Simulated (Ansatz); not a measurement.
This log comes from Ansatz, run on Ga4AsN3 as one 8-atom ordering (Cm) on the zincblende lattice. The starting cell comes from a relaxation with PBE.

Structure:
```
CELL_PARAMETERS angstrom
5.69215 -1.70364 -0.00580
5.69215 1.70364 -0.00580
-1.04090 0.00000 5.89013
ATOMIC_POSITIONS crystal
N 0.00741 0.00741 0.01824
N 0.49255 0.49255 0.48409
N 0.74845 0.74845 0.24909
As 0.25401 0.25401 0.75298
Ga 0.46661 0.46661 0.82337
Ga 0.92939 0.92939 0.31108
Ga 0.18380 0.18380 0.09888
Ga 0.66778 0.66778 0.51228
```

Abridged output:
```
Functional definition: r2SCAN
  parameter k0 = 0.174
  parameter k1 = 0.065
  parameter a1 = 4.9479
  exchange = r2scan_x(k0 = k0, k1 = k1, a1 = a1)
  correlation = r2scan_c
Crystal: 8 atoms, lattice volume = 114.217 Å³
Basis set: ecut = 500 eV, 2881 PW (Γ)
Bands: 50, of which v1, the nominal top of the filled ones, is band 41 counted from 1 (40 counted from 0)
Symmetry: 2 space group operations
Space group: Cm (ITA 8)
k-points: 78 of 256 (time reversal used)
preconditioner: auto → Kerker (q_TF=auto, 2.582 Å⁻¹)  [metal: Δε(μ)=0.006 eV  σ=0.020 eV  ℏωp=29.5 eV]
SCF 1 converged in 11 iterations: F = -21182.648332 eV  dr2 = 3.90e-8
relax step 1: F+E_penalty+E_count = -21182.64833193 eV  max|allowed force component| = 1.469e-1 eV/Å  Δτ_max = 0.0000 Å  P = -4.896 GPa  Ω = 114.217 Å³
SCF 2 converged in 9 iterations: F = -21182.712857 eV  dr2 = 2.80e-7
relax step 2: F+E_penalty+E_count = -21182.71285711 eV  max|allowed force component| = 7.721e-2 eV/Å  Δτ_max = 0.0083 Å  P = -1.506 GPa  Ω = 111.275 Å³
SCF 3 converged in 7 iterations: F = -21182.719345 eV  dr2 = 4.44e-7
relax step 3: F+E_penalty+E_count = -21182.71934528 eV  max|allowed force component| = 4.067e-2 eV/Å  Δτ_max = 0.0065 Å  P = +0.193 GPa  Ω = 109.992 Å³
SCF 4 converged in 6 iterations: F = -21182.719623 eV  dr2 = 1.83e-7
relax step 4: F+E_penalty+E_count = -21182.71962319 eV  max|allowed force component| = 1.718e-2 eV/Å  Δτ_max = 0.0042 Å  P = +0.002 GPa  Ω = 110.102 Å³
SCF 5 converged in 7 iterations: F = -21182.719701 eV  dr2 = 1.52e-8
relax step 5: F+E_penalty+E_count = -21182.71970071 eV  max|allowed force component| = 4.231e-3 eV/Å  Δτ_max = 0.0024 Å  P = -0.004 GPa  Ω = 110.117 Å³
SCF 6 converged in 8 iterations: F = -21182.717958 eV  dr2 = 6.16e-11
relax step 6: F+E_penalty+E_count = -21182.71795762 eV  max|allowed force component| = 4.199e-3 eV/Å  Δτ_max = 0.0000 Å  P = -0.013 GPa  Ω = 110.117 Å³  (SCF on a basis re-selected at this cell)
Free energy (F): -21182.717958 eV
Internal energy: -21182.717110 eV  (E = F + TS)
E sigma→0 (E₀):  -21182.717534 eV
Entropy (-TS):   -0.000848 eV (-0.106 meV/atom)
Fermi energy:    10.993407 eV
--- Per-component energies (eV) ---
  E_band       = -350.627322
  E_kinetic    = 956.114731
  E_local      = -9596.187241
  E_nonlocal   = 1185.209453
  E_hartree    = 4603.797859
  E_xc         = -501.439617
  E_vxc        = -574.163542
  E_paw        = -10262.193774
  E_vpaw       = -1560.209459
  E_vtau       = 31.013106
  E_ewald      = -7563.860015
  E_core_change = -4.158381
  E_smearing   = -0.000848
--- Forces (eV/Å), atoms counted from 1 ---
  atom   1  N       0.00004      0.00000    -0.00292
  atom   2  N     -0.00153      0.00000      0.00214
  atom   3  N     -0.00049      0.00000    -0.00243
  atom   4  As      0.00112      0.00000      0.00420
  atom   5  Ga      0.00223      0.00000      0.00284
  atom   6  Ga      0.00045      0.00000    -0.00347
  atom   7  Ga    -0.00144      0.00000      0.00069
  atom   8  Ga    -0.00040      0.00000    -0.00104
--- Stress (GPa, compression-positive) ---
       -0.023959       0.000000       0.017938
        0.000000      -0.007124       0.000000
        0.017939       0.000000      -0.007182
  P = ⅓ Tr σ = -0.0128 GPa (-0.128 kbar)
--- Relaxed structure (5 steps of the walk, 5 accepted, 1 SCFs on fresh bases) ---
  F+E_penalty+E_count = -21182.71795762 eV   max|allowed force component| = 4.199e-3 eV/Å
  cell:  # Å, volume = 110.1174 Å³
    - [5.620448, -1.692213, -0.017616]
    - [5.620448, 1.692213, -0.017616]
    - [-1.040116, 0.000000, 5.792213]
  atoms:
    - { symbol: N, position: [0.007452, 0.007452, 0.018419] }
    - { symbol: N, position: [0.492430, 0.492430, 0.483743] }
    - { symbol: N, position: [0.748473, 0.748473, 0.248925] }
    - { symbol: As, position: [0.253705, 0.253705, 0.752282] }
    - { symbol: Ga, position: [0.465953, 0.465953, 0.822953] }
    - { symbol: Ga, position: [0.929248, 0.929248, 0.310625] }
    - { symbol: Ga, position: [0.184402, 0.184402, 0.099164] }
    - { symbol: Ga, position: [0.668336, 0.668336, 0.513888] }
```

Problem. Which of these blocks stood in the input: relax, gw, phonons, dielectric, magnetization (spin_orbit)?

Solution. relax. The relax steps with a changing cell volume need the relax block with cell.

Problem. Which k mesh was typed?

Solution. 8×8×4, Γ-centred. The answer isn't unique; the calculation gave this one.

Problem. How were the bands filled?

Solution. With smearing of width σ = 0.02 eV (Fermi-Dirac in this run).

Run as `ansatz run input.yaml --threads 4 --pin off --max-ram 6451MiB --backend cpu --events-out ev --progress --plain --runs-dir out`. It took 4 min on 4 threads of Arm Neoverse N1, on a shared host, load about 0.5 per core; peak host memory 1 GiB.

These are computed values for a spin-unpolarised cell that may be hypothetical; none is a measurement.
